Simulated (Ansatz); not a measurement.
Polymorphs of Hf, each relaxed with DFT-PBE in the program Ansatz with PAW potentials:

A: diamond (Fd-3m)
a = 6.540 Å, b = 6.540 Å, c = 6.540 Å, α = 90.00°, β = 90.00°, γ = 90.00°

| atom | site | symmetry | x | y | z |
|---|---|---|---|---|---|
| Hf | 8b | -43m | 0.5000 | 0.5000 | 0.5000 |

B: hcp (Mg type) (P6_3/mmc)
a = 3.205 Å, b = 3.205 Å, c = 5.067 Å, α = 90.00°, β = 90.00°, γ = 120.00°

| atom | site | symmetry | x | y | z |
|---|---|---|---|---|---|
| Hf | 2d | -6m2 | 0.6667 | 0.3333 | 0.2500 |

### Question
Order them by energy per atom at 0 K (lowest first) at the level PBE.

### Answer
B (+0 meV/atom), A (+2692 meV/atom)

Typed or built starts, not in the databases checked: A. Not the usual ambient phase: A. All cells were relaxed under the symmetry of their starts (and spin orders); stability against distortions was not tested throughout. Rows with no word on spin ran without spin polarisation. Spin–orbit coupling is left out wherever it is not named.

Energies hold the estimated change up to a 700 eV cutoff; steps of a few meV lie near the error of the meshes.

Potentials: the earlier of the program's two PAW sets.
